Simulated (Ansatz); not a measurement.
**GaP (zinc blende): map of one atom of the cell**

GaP (zinc blende)

```yaml
crystal:
  lattice:
    - [0.00000, 5.50603, 5.50603]
    - [2.75302, 0.00000, 2.75302]
    - [2.75302, 2.75302, 0.00000]
  atoms:
    - { symbol: P, position: [0.37500, 0.75000, 0.75000] }
    - { symbol: P, position: [0.87500, 0.75000, 0.75000] }
    - { symbol: Ga, position: [0.00000, 0.00000, 0.00000] }
    - { symbol: Ga, position: [0.50000, 0.00000, 0.00000] }
```

In this cell atom 4 (Ga, nearest neighbour P at 2.384 Å; its periodic images, 3.9 Å or more away, move with it) is moved by u·(1.000, 0.000, 0.000) + v·(0.000, 0.000, 1.000); the rest is frozen.

These are PBE (plane waves to 420 eV, PAW, scalar-relativistic; Ansatz, a quantum-chemistry and plane-wave program) values and carry that method's errors. k mesh 4×8×8 (Γ-centred), Fermi-Dirac smearing 0.05 eV. The energy includes the smearing's −TS. Compression counts positive. As the smearing reaches across the gap at some points, energies and forces of such displacements shift with the k mesh and the smearing. GaP was relaxed with its symmetry unable to fall. The zero of ΔE is the undisplaced structure. Axes are in Å.

ΔE (meV/cell), with u across and v down:

| v \ u | -0.600 | -0.400 | -0.200 | 0.000 | 0.200 | 0.400 | 0.600 |
|---|---|---|---|---|---|---|---|
| -0.600 | 3939 | 2641 | 1820 | 1581 | 1965 | 2949 | 4419 |
| -0.400 | 2584 | 1592 | 947 | 752 | 1051 | 1820 | 2949 |
| -0.200 | 1749 | 924 | 373 | 195 | 429 | 1051 | 1965 |
| 0.000 | 1542 | 739 | 193 | 0 | 195 | 752 | 1581 |
| 0.200 | 2002 | 1074 | 438 | 193 | 373 | 947 | 1820 |
| 0.400 | 3097 | 1896 | 1074 | 739 | 924 | 1592 | 2641 |
| 0.600 | 4706 | 3097 | 2002 | 1542 | 1749 | 2584 | 3939 |

P (GPa), with u across and v down:

```
v \ u   -0.600  -0.400  -0.200  0.000  0.200  0.400  0.600
------  ------  ------  ------  -----  -----  -----  -----
-0.600    14.7     9.7     6.4    5.4    6.7   10.2   15.4
-0.400     9.9     6.0     3.4    2.6    3.5    6.2   10.2
-0.200     6.8     3.5     1.4    0.7    1.4    3.5    6.7
0.000      5.7     2.7     0.7    0.0    0.7    2.6    5.4
0.200      6.9     3.6     1.4    0.7    1.4    3.4    6.4
0.400     10.4     6.3     3.6    2.7    3.5    6.0    9.7
0.600     15.7    10.4     6.9    5.7    6.8    9.9   14.7
```

What the scan shows:

| Item | Value |
|---|---|
| Principal force constants in the plane (five-point differences of the forces) | 9.1 and 10.5 eV/Å² |
| Centre of the map | a minimum |
| Lowest place on the grid | u = 0.000 Å, v = 0.000 Å (0 meV/cell) |
| Highest place on the grid | u = -0.600 Å, v = 0.600 Å (4706 meV/cell) |

The 49 points together took around 20 core-minutes (rough).

(For displaced atoms, the force is minus the slope of the energy, and its curvature is a force constant, which sets phonon frequencies.)
